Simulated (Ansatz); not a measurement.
Li₈PbO₆ in space group R-3 (No. 148; Li on 6c, Li on 18f, Pb on 3a, O on 18f), LDA (plane waves, PAW; program Ansatz). The conduction-band minimum lies at Γ, with 1 equivalent valley. Second derivatives d²E/dk² of the lowest band at one valley (eV·Å²), along Cartesian directions:

```
direction  d²E/dk²
---------  -------
[100]        9.802
[010]        9.802
[001]        11.85
[110]        9.802
[101]        10.83
[011]        10.83
```

Find the principal effective masses, the density-of-states mass and the conductivity mass.

Off-diagonal terms follow from H_xy = H[110] − (H_xx + H_yy)/2, and m*/mₑ = 7.620 eV·Å² over each eigenvalue: 0.64, 0.78, 0.78. One valley's DOS mass (m₁m₂m₃)^(1/3) = 0.73, conductivity mass 3/(Σ 1/mᵢ) = 0.73 mₑ.

What effective density of states Nc follows at 300 K for parabolic valleys?

Nc = 2.509e19 × 1 × (0.73)^(3/2) ≈ 1.6e19 cm⁻³.

With the computed static dielectric constant 12.0 (mean of the diagonal), estimate a hydrogenic donor's binding energy and radius.

E = 13.606 eV × 0.73/12.0² ≈ 69 meV; a = 0.529 Å × ε/m* ≈ 8.7 Å. Semilocal masses tend to be too small where the gap is.

The first step of the workflow began from a Materials Project structure, measured or hypothetical; the Crystallography Open Database files this formula in space group No. 148, but the cells were not matched. Its standing as an ambient phase is unchecked. Symmetry was held in the LDA relaxation; phonons on a q-mesh show no instability. Spin–orbit coupling is left out wherever it is not named.

Potentials: the later of the program's two PAW sets.
